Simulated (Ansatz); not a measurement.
Task: Each is relaxed and computed with the program Ansatz at the r²SCAN level (PAW). Which is the only metal?
(A) LaOF, R-3m (La on 6c, O on 6c, F on 6c)
(B) PdS2, Pbca (Pd on 4a, S on 8c)
(C) LaAs2Pd2, I4/mmm (La on 2a, As on 4e, Pd on 4d)
(D) LaSe2, P2_1/c (La on 4e, Se on 4e, Se on 4e)

Result: C, LaAs2Pd2, I4/mmm (La on 2a, As on 4e, Pd on 4d). LaAs2Pd2: metal; LaOF: gap 4.67 eV; PdS2: gap 0.36 eV (indirect); LaSe2: gap 0.54 eV (indirect). Standing as an ambient phase not checked: LaAs2Pd2, I4/mmm (La on 2a, As on 4e, Pd on 4d); LaOF, R-3m (La on 6c, O on 6c, F on 6c); PdS2, Pbca (Pd on 4a, S on 8c); LaSe2, P2_1/c (La on 4e, Se on 4e, Se on 4e). Weakly bound layers, chains or molecules computed without a dispersion correction, so cells and soft constants are ill determined: PdS2, Pbca (Pd on 4a, S on 8c). All cells were relaxed under the symmetry of their starts (and spin orders); stability against distortions was not tested throughout. Rows with no word on spin ran without spin polarisation. Scalar-relativistic: spin–orbit coupling is off unless named, which matters more the heavier the elements.

Potentials: the earlier of the program's two PAW sets.
